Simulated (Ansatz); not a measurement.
BN:
```
CELL_PARAMETERS angstrom
      4.40182     0.00000     0.00000
      0.00000     4.40182     0.00000
      0.00000     0.00000     2.53815
ATOMIC_POSITIONS crystal
  B  0.17420 0.82580 0.50000
  B  0.82580 0.17420 0.50000
  B  0.67420 0.67420 0.00000
  B  0.32580 0.32580 0.00000
  N  0.81226 0.81226 0.50000
  N  0.18774 0.18774 0.50000
  N  0.68774 0.31226 0.00000
  N  0.31226 0.68774 0.00000
```

x, y and z are the axes in which the lattice vectors are written.

Question: Give the high-frequency dielectric tensor and the Born effective charge tensors of the independent atoms from DFPT, plane-wave PAW r²SCAN (Ansatz code).

Answer: 
ε∞:
```
4.45  0.00  0.00
0.00  4.45  0.00
0.00  0.00  4.20
```
Z* of atom 1 (B), rows: field, columns: displacement, in e:
```
 2.08  -0.20   0.00
-0.20   2.08   0.00
 0.00   0.00   1.90
```
Z* of atom 5 (N), rows: field, columns: displacement, in e:
```
-2.08  -0.31   0.00
-0.31  -2.08   0.00
 0.00   0.00  -1.90
```

Static charges for comparison (Bader): B1 +2.26, N5 -2.26 e. Born charges measure polarisation by displacement and can exceed these by far.

Space group P4_2/mnm. The workflow started from a Materials Project entry (that database holds measured and hypothetical structures alike); the Crystallography Open Database copy checked does not list it. It is not the phase usual at ambient conditions (space group No. 186, 194, 216). The cell was relaxed with r²SCAN under the symmetry of its start; whether a distortion lowers the energy is not shown.

Potentials: the earlier of the program's two PAW sets. The files were generated under PBE; for other functionals the program regenerates the frozen cores, and for LDA and PBEsol the local potential too.
